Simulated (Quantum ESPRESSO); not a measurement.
# Planted mistakes on one cell of AlMg5ZnS7Cl

The results below are calculated, not measured. They come from pw.x of Quantum ESPRESSO 7.5, a plane-wave density functional program, with PseudoDojo standard norm-conserving files (v0.5 for PBE, v0.4.1 for LDA and PBEsol). The cells are made up: elements, strain and atom displacements were drawn at random, and nothing was relaxed. There is no spin polarisation, spin-orbit coupling or dispersion term.

The cell has 16 sites of a zincblende or diamond lattice (two cubes along c). Sites 1 to 8 hold Al Mg empty Mg Zn Mg Mg Mg; sites 9 to 16 hold S S Cl S S S S S. Cell vectors in Å: (5.709, 0.016, 0.040); (0.016, 5.686, 0.002); (0.079, 0.005, 11.694). Settings: PBE, cutoff 1143 eV, 4 x 4 x 2 k mesh shifted by half a step, Fermi-Dirac smearing of 0.025 eV.

The intended run has a self-consistency threshold of 1e-07 eV, a smearing term of 0.000 eV, a pressure of -3.37 GPa and 13 iterations. Each further run changes one thing: all lengths scaled by 0.9864; atoms of sites 5 and 14 exchanged; cutoff 752 eV; files of LDA; k mesh 1 x 1 x 1; one electron removed; smearing 0.58 eV; threshold 0.6 eV. A coarse mesh keeps the shift, and a charged cell sits in a uniform background.

| run | change of free energy (eV) | smearing term -TS (eV) | change of P (GPa) | largest change of a force component (eV/Å) | iterations |
| --- | --- | --- | --- | --- | --- |
| A | 9.785 | 0.000 | -29.98 | 0.018 | 13 |
| B | -0.555 | -2.132 | 0.71 | 0.390 | 12 |
| C | 0.145 | 0.000 | -0.41 | 0.506 | 4 |
| D | -2.987 | -0.028 | -3.38 | 0.777 | 15 |
| E | 8.276 | 0.000 | -2.82 | 0.145 | 13 |
| F | 9.256 | -0.013 | 3.08 | 3.145 | 17 |
| G | -0.240 | 0.000 | 1.75 | 0.224 | 13 |
| H | 1.223 | 0.000 | 0.76 | 0.201 | 13 |

A rerun of the intended cell at 1437 eV and k mesh 6 x 6 x 4 moved values by no more than 0.004 eV in the cell's energy, 0.02 GPa in stress and 0.013 eV/Å in force.

Question: which change belongs to which run?

## Worked reading

Run C has the fewest iterations, as a run stopped early does. Run B has the largest smearing term, as wide smearing gives. Run A has a higher energy and the largest fall in pressure, as too small a basis gives. Run G changes the volume by a factor of 0.9598; minus its pressure change over the logarithm of that factor, 43 GPa, is a rough bulk modulus with clamped atoms. Energies from files of another functional, or of a charged cell, have another zero and say nothing on stability; the pressure of a charged cell rests on the program's zero of potential too.

## Key

| run | change |
| --- | --- |
| A | cutoff 752 eV |
| B | smearing 0.58 eV |
| C | threshold 0.6 eV |
| D | one electron removed |
| E | files of LDA |
| F | atoms of sites 5 and 14 exchanged |
| G | all lengths scaled by 0.9864 |
| H | k mesh 1 x 1 x 1 |